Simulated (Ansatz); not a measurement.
AlCo:
Space group Pm-3m (No. 221); a = b = c = 2.8221 Å, α = β = γ = 90.00°

```json
[
 {"atom": "Al", "site": "1a", "symmetry": "m-3m", "x": "0.0000", "y": "0.0000", "z": "0.0000"},
 {"atom": "Co", "site": "1b", "symmetry": "m-3m", "x": "0.5000", "y": "0.5000", "z": "0.5000"}
]
```

Relaxed with r²SCAN.

Task: Tabulate the valence density and the electron localisation function along the shortest Al–Al contact (2.82 Å), r²SCAN in the plane-wave PAW code Ansatz.

Result: 

```tsv
distance from Al (Å)	density (e/Å³)	ELF
0.28	0.06	0.00
0.42	0.08	0.02
0.56	0.12	0.06
0.71	0.17	0.19
0.85	0.22	0.35
0.99	0.24	0.46
1.13	0.24	0.50
1.27	0.24	0.51
1.41	0.24	0.51
1.55	0.24	0.51
1.69	0.24	0.50
1.83	0.24	0.46
1.98	0.22	0.35
2.12	0.17	0.19
2.26	0.12	0.06
2.40	0.08	0.02
2.54	0.06	0.00
```

The density is the valence pseudo-density with augmentation charge, so density and ELF within about 1 Å of a nucleus are not all-electron values.

The r²SCAN relaxation kept the symmetry of its start. The run is not spin-polarised.

Potentials: the earlier of the program's two PAW sets.
